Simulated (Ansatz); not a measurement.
# SmO (zincblende structure)

Computed with Ansatz (plane waves, PAW, 420 eV cutoff): PBEsol, scalar-relativistic, collinear spin, 10×10×10 k-mesh, Gaussian smearing of 0.05 eV; PAW files: Ansatz's generated set soft_2.

```cif
data_structure
_symmetry_space_group_name_H-M 'F-43m'
_symmetry_Int_Tables_number 216
_cell_length_a 5.3605
_cell_length_b 5.3605
_cell_length_c 5.3605
_cell_angle_alpha 90.000
_cell_angle_beta 90.000
_cell_angle_gamma 90.000
_cell_volume 154.04
loop_
_atom_site_label
_atom_site_type_symbol
_atom_site_symmetry_multiplicity
_atom_site_Wyckoff_symbol
_atom_site_fract_x
_atom_site_fract_y
_atom_site_fract_z
_atom_site_occupancy
Sm1 Sm 4 a 0.00000 0.00000 0.00000 1
O1 O 4 d 0.25000 0.25000 0.75000 1
```

This is a trial structure; measured cells of the compound in the Crystallography Open Database are in space group Fm-3m (rock salt).

Magnetic state: ferromagnetic, site spin moments Sm 5.35; O -0.07 μB.

Which orbitals carry the states at the Fermi level, and how many states are there?

Within 0.1 eV of it: Sm 4f 96 % (shares among the projected shells). The Fermi level sits on a steep edge: the density of states is 12.3, 11.6 and 2.9 states/eV per cell at −0.1, 0 and +0.1 eV.

Density of states (tetrahedra, averaged over 0.4 eV; states/eV per cell of 2 atoms; energy in eV from the Fermi level; projections on Löwdin-orthogonalised atomic orbitals, summed over sites):

```
    E  total  Sm 4f up  Sm 4f down  O 2p  Sm 5d up  Sm 5d down
-5.65    0.4       0.0         0.0   0.3       0.1         0.0
-5.25    2.2       0.0         0.0   1.5       0.3         0.2
-4.85    4.1       0.1         0.0   3.1       0.4         0.3
-4.45    4.8       0.1         0.0   3.7       0.4         0.3
-4.05    3.2       0.1         0.0   2.6       0.1         0.2
-3.65    0.4       0.0         0.0   0.3       0.0         0.0
-3.25    0.0       0.0         0.0   0.0       0.0         0.0
-2.85    0.0       0.0         0.0   0.0       0.0         0.0
-2.45    0.0       0.0         0.0   0.0       0.0         0.0
-2.05    0.0       0.0         0.0   0.0       0.0         0.0
-1.65    0.0       0.0         0.0   0.0       0.0         0.0
-1.25    0.1       0.0         0.0   0.0       0.0         0.0
-0.85    0.3       0.2         0.0   0.0       0.0         0.0
-0.45    6.8       6.2         0.0   0.0       0.5         0.0
-0.05   10.2       9.8         0.0   0.1       0.2         0.0
 0.35    0.3       0.1         0.0   0.0       0.2         0.0
 0.75    0.8       0.2         0.0   0.1       0.3         0.0
 1.15    0.9       0.2         0.0   0.1       0.3         0.0
 1.55    2.1       0.2         0.2   0.2       0.3         0.8
 1.95    2.4       0.1         0.3   0.3       0.7         0.7
 2.35    1.9       0.0         0.3   0.2       0.6         0.6
 2.75    1.2       0.0         0.4   0.1       0.4         0.3
 3.15    1.7       0.0         1.2   0.0       0.2         0.3
 3.55    8.4       0.0         7.2   0.1       0.7         0.3
 3.95    7.3       0.0         6.0   0.2       0.6         0.4
 4.35    2.6       0.0         1.3   0.2       0.5         0.5
 4.75    1.3       0.0         0.2   0.1       0.4         0.5
 5.15    1.6       0.0         0.1   0.1       0.5         0.7
```

Formal charges Sm²⁺, O²⁻ leave Sm²⁺ with an open 4f⁶ shell. Nothing in this functional splits the part-filled shell enough, so f states lie at the Fermi level.

No spin–orbit coupling, a notable omission for heavy elements. The run wasn't fully tested for a lower electronic state. The order of the orbitals lowers the symmetry, along an axis that is one of several equivalent ones. Site moments are of spin, integrated over atomic spheres. For an f⁶ shell, the formal count of Sm here, Hund's rules give L = S = 3 and J = 0, a non-magnetic ion. Spin-polarised DFT, with or without U, favours a large spin moment instead, a known failure, so moments and magnetic energies here aren't predictions. Only parallel moments were tried, so the real magnetic order may be another.

A lower state of the open shells can't be excluded, and forces and pressures are less sure for it.
